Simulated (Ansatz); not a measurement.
## Contact densities of YSn$_{3}$ against volume

```
Y Sn
1.0
     4.66600    0.00000    0.00000
     0.00000    4.66600    0.00000
     0.00000    0.00000    4.66600
Y Sn
1 3
Direct
  0.00000 0.00000 0.00000
  0.00000 0.50000 0.50000
  0.50000 0.00000 0.50000
  0.50000 0.50000 0.00000
```

Atoms are numbered in the order listed.

The conventional cell has a = 4.666 Å, b = 4.666 Å, c = 4.666 Å, α = 90.00°, β = 90.00°, γ = 90.00°. Y (atom 1) has 12 Sn at 3.30 Å as nearest neighbours. Around Sn (atom 2) lie 4 Y at 3.30 Å and 8 Sn at 3.30 Å.

The cell is COD entry 4343790, as deposited and not checked against the literature; nothing was relaxed.

Spin polarisation is left out, and whether a magnetic state lies lower isn't shown here.

No spin–orbit coupling, which matters for the heavy atoms here.

All numbers below come from DFT, PBEsol, all-electron PAW with datasets made for the crystal, scalar-relativistic (Ansatz 0.2.0).

Numerical set-up: a Γ-centred 8×8×8 k mesh, Fermi–Dirac smearing of 0.05 eV, cutoff 260 eV (chosen by the program for this cell), no spin polarisation.

The contact density is the mean electron density over the nuclear volume; its changes set Mössbauer isomer shifts. Changes below are taken from the unscaled cell, where it is 443210 e/Å³ at Y1, 1.23452e+06 e/Å³ at Sn2.

Volumes at which the program chose other datasets or cutoffs are left out.

```tsv
V/V(cell)	P (GPa)	Δρ(0) Y1 (e/Å³)	Δρ(0) Sn2 (e/Å³)
0.9400	3.5	-0.56	?
0.9600	1.9	-0.39	-2.56
0.9800	0.4	-0.20	?
0.9900	-0.2	?	-0.64
1.0000	-0.8	0.00	0.00
1.0100	-1.4	0.09	0.64
```

Q: What belongs in the row "0.9800", column "Δρ(0) Sn2 (e/Å³)"?

A: -1.28.

Q: Fill in "Δρ(0) Sn2 (e/Å³)" for the row "0.9400".

A: -3.83.

Q: Give the missing entry: row "0.9900", column "Δρ(0) Y1 (e/Å³)".

A: -0.10.

The datasets are made afresh for each cell, so very small changes are uncertain.
